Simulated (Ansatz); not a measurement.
HfC:
```
HfC
1.0
    0.00000     2.32562     2.32562
    2.32562     0.00000     2.32562
    2.32562     2.32562     0.00000
Hf C
1 1
Cartesian
  0.00000   0.00000   0.00000
  2.32562   2.32562   2.32562
```

Relaxed with PBE. Special points in fractions of this cell's reciprocal vectors: Γ (0.000, 0.000, 0.000); X (0.500, 0.000, 0.500); U (0.625, 0.250, 0.625); K (0.375, 0.375, 0.750); L (0.500, 0.500, 0.500); W (0.500, 0.250, 0.750).

Task: List the band energies nearest the Fermi level at these points for DFT-PBE in the program Ansatz with PAW potentials.

Result: In eV from the Fermi level; about four levels below and three above (degenerate sets whole), none deeper than 8.9 eV; points with the same levels are listed once.

| k | below | above |
|---|---|---|
| Γ | – | 1.07 1.07 1.07 |
| X | -2.60 -1.77 -0.06 -0.06 | 5.30 6.73 6.73 |
| U | -3.50 -2.73 -1.62 | 1.60 5.78 6.16 |
| L | -8.43 -6.14 -2.99 -2.99 | 5.30 5.30 5.76 |
| W | -2.96 -2.71 -2.71 | 3.68 3.68 6.74 |

Space group Fm-3m (rock salt). Symmetry was held in the PBE relaxation. No spin polarisation was allowed. Spin–orbit coupling is left out wherever it is not named.

Potentials: the later of the program's two PAW sets.
